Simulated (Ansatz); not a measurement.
One crystal and one scan (scan of one atom of the cell) at two levels, PBE (plane waves to 420 eV, PAW, scalar-relativistic; Ansatz, a first-principles code) and r2SCAN (plane waves to 500 eV, PAW, scalar-relativistic; Ansatz), each from its own relaxed cell and on its own mesh. The cell shown is that of PBE.

Relaxed Zr (hcp, Mg type):

```
Zr
1.0
    3.23160     0.00000     0.00000
   -1.61580     2.79864     0.00000
    0.00000     0.00000     5.17363
Zr
2
Cartesian
  0.00000   1.86576   3.88022
  1.61580   0.93288   1.29341
```

Scan: atom 2 (Zr, nearest neighbour Zr at 3.189 Å; its periodic images, 3.2 Å or more away, move with it) is displaced along Cartesian z, direction (0.000, 0.000, 1.000) in Cartesian axes, by s. The other atoms stay.

E stands for the smeared free energy. The PAW data are Ansatz's earlier set. Zr is run without spin polarisation. Zr was relaxed with its symmetry unable to fall. (PBE) Left out: 4 of 11 points, with atoms too close for the PAW data. (r2SCAN) Left out: 4 of 11 points, with atoms too close for the PAW data. With partly filled bands, energies and forces of such displacements shift with the k mesh and the smearing. Percentages come from the unrounded values. Both scans cover s from -0.576 to 0.576 Å.

| quantity | PBE | r2SCAN | PBE − r2SCAN |
|---|---|---|---|
| Lattice constant a (Å) | 3.232 | 3.246 | -0.014 (-0.4 %) |
| Lattice constant c (Å) | 5.174 | 5.151 | +0.023 (+0.4 %) |
| Relaxed volume (Å³/atom) | 23.40 | 23.50 | -0.10 (-0.4 %) |
| Energy at s = 0.576 Å (meV/cell) | 1027 | 1076 | -49 (-4.5 %) |
| Force along the line at s = -0.576 Å (eV/Å) | 4.245 | 4.505 | -0.260 (-5.8 %) |

PBE gives the higher value for: lattice constant c. PBE gives the lower value for: lattice constant a; energy at s = 0.576 Å; force along the line at s = -0.576 Å. They agree on: relaxed volume (within 0.6 %). Both give the same symmetry of the curve: even: the same for both signs.

ΔE (meV/cell), each from the undisplaced structure of its own level:

```json
[
 {"s (Å)": "-0.576", "PBE": "1027", "r2SCAN": "1076"},
 {"s (Å)": "-0.384", "PBE": "397", "r2SCAN": "408"},
 {"s (Å)": "-0.192", "PBE": "82", "r2SCAN": "81"},
 {"s (Å)": "0.000", "PBE": "0", "r2SCAN": "0"},
 {"s (Å)": "0.192", "PBE": "82", "r2SCAN": "81"},
 {"s (Å)": "0.384", "PBE": "397", "r2SCAN": "408"},
 {"s (Å)": "0.576", "PBE": "1027", "r2SCAN": "1076"}
]
```

(A displaced cell: forces are minus the slopes of the energy, force constants its curvatures, and phonons follow from these.)
